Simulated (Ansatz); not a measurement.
## Response of Pd to small distortions

```yaml
crystal:
  lattice:
    - [0.00000, 1.94490, 1.94490]
    - [1.94490, 0.00000, 1.94490]
    - [1.94490, 1.94490, 0.00000]
  atoms:
    - { symbol: Pd, position: [0.00000, 0.00000, 0.00000] }
```

The cell is COD entry 9008478, as deposited and not checked against the literature; nothing was relaxed.

Spin polarisation is left out, and whether a magnetic state lies lower isn't shown here.

Theory: DFT, PBEsol, all-electron LAPW, scalar-relativistic (Ansatz 0.2.0).

Sampling and basis: a Γ-centred 18×18×18 k mesh, Fermi–Dirac smearing of 0.05 eV, basis error target 0.25 meV/atom, no spin polarisation.

The unchanged cell is at -2.26 GPa.

In a metal, stresses and small energies carry noise from the k mesh.

x, y and z are the Cartesian axes of the cell as listed; fractional coordinates follow a strain, and an engineering shear is twice the off-diagonal strain component.

**Question.** One change gave: energy change +4 meV/atom; stress change (xx, yy, zz, yz, xz, xy) 0.24, 0.24, 0.24, -1.50, -1.50, -1.50 GPa, compression positive. Which change was it?
A. equal xy, yz and zx engineering shear strains of +1 %
B. equal xy, yz and zx engineering shear strains of +2 %
C. equal xy, yz and zx engineering shear strains of -2 %
D. equal xy, yz and zx engineering shear strains of -1 %

**Answer.** B. For equal xy, yz and zx engineering shear strains of -2 %: energy change +4 meV/atom; stress change (xx, yy, zz, yz, xz, xy) 0.24, 0.24, 0.24, 1.48, 1.48, 1.48 GPa, compression positive. For equal xy, yz and zx engineering shear strains of -1 %: energy change under 1 meV/atom; stress change (xx, yy, zz, yz, xz, xy) 0.06, 0.06, 0.06, 0.73, 0.73, 0.73 GPa, compression positive. For equal xy, yz and zx engineering shear strains of +1 %: energy change under 1 meV/atom; stress change (xx, yy, zz, yz, xz, xy) 0.06, 0.06, 0.06, -0.74, -0.74, -0.74 GPa, compression positive.
